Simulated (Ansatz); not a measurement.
The elements of this relaxed trial crystal are hidden behind letters.

```
lattice vectors (Å)
  -2.5937    2.5937    4.5440
   2.5937   -2.5937    4.5440
   2.5937    2.5937   -4.5440
fractional positions
X 0.7500 0.2500 0.5000
X 0.2500 0.7500 0.5000
Z 0.0000 0.0000 0.0000
Q 0.7793 0.7793 0.0000
Q 0.2207 0.2207 0.0000
```

Method: DFT PBE, scalar-relativistic, plane waves, PAW in Ansatz 0.2.0. Plane waves to 420 eV, a 10×10×10 mesh through Γ for the 5-atom cell and 0.10 eV Gaussian smearing; no spin polarisation.

```
Space group                                 : I4/mmm (No. 139)
Conventional cell                           : a = 5.187 Å, c = 9.088 Å
Volume per atom                             : 24.46 Å³
Density                                     : 6.63 g/cm³
Energy over the elements                    : −1.82 eV/atom
Gap on the 10×10×10 mesh of the 5-atom cell : 0 eV (a metal)
```

Energies are uncorrected and count from the elements' standard states at the same level.

**Question.** X is a lanthanide, Z is a d-block element of period 6 and Q is a p-block element of period 2. Which elements are they?

**Answer.** X = La, Z = Hf, Q = O, so the formula is La2HfO2. Density times volume gives a mean mass of 6.63 × 24.46/1.6605 = 97.7 u per atom, and this set has 97.7 u. La has 4 O at 2.61 Å and 4 Hf at 3.45 Å; Hf has 2 O at 2.01 Å and 8 La at 3.45 Å; around O lie 1 Hf at 2.01 Å and 4 La at 2.61 Å. Other sets within the hints have nearly the same mass, so mass alone doesn't settle it; this one was computed.

These runs have no spin–orbit coupling, which can matter for Hf. A structure relaxed within its symmetry needn't be a true minimum. Another cell of La2HfO2 relaxed alike, in Cmmm, lies 216 meV/atom lower, so this cell isn't the stable form at this level.
